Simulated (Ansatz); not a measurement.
Cs$_{2}$AgBiBr$_{6}$:
```cif
data_AgBiBr6Cs2
_chemical_formula_sum 'Cs2 Ag1 Bi1 Br6'
_space_group_name_H-M_alt 'P 1'
_space_group_IT_number 1
_cell_length_a 8.02167
_cell_length_b 8.02167
_cell_length_c 8.02167
_cell_angle_alpha 60.000
_cell_angle_beta 60.000
_cell_angle_gamma 60.000
loop_
_space_group_symop_operation_xyz
  'x, y, z'
loop_
_atom_site_label
_atom_site_type_symbol
_atom_site_fract_x
_atom_site_fract_y
_atom_site_fract_z
_atom_site_occupancy
Cs1 Cs 0.25000 0.25000 0.25000 1
Cs2 Cs 0.75000 0.75000 0.75000 1
Ag1 Ag 0.50000 0.50000 0.50000 1
Bi1 Bi 0.00000 0.00000 0.00000 1
Br1 Br 0.74817 0.25183 0.25183 1
Br2 Br 0.25183 0.74817 0.74817 1
Br3 Br 0.25183 0.74817 0.25183 1
Br4 Br 0.74817 0.25183 0.74817 1
Br5 Br 0.25183 0.25183 0.74817 1
Br6 Br 0.74817 0.74817 0.25183 1
```

Relaxed with r²SCAN. 

Question: HSE06 on this cell (Ansatz, a program for electronic structure, PAW) gives a gap of 2.14 eV. What does r²SCAN give?

Answer: 1.67 eV.

Cost on shared cores: the r²SCAN run (SCF on a 4×4×4 mesh, then bands and DOS) around 6 core-minutes (rough), the HSE06 run (SCF on 3×3×3, then a few points) about 17 core-minutes (a rough figure); the tasks are unlike.

Space group Fm-3m. Symmetry was held in the r²SCAN relaxation. The run is not spin-polarised. Scalar-relativistic: spin–orbit coupling is off unless named, which matters more the heavier the elements.

Potentials: the later of the program's two PAW sets.

Ansatz is a plane-wave DFT program.
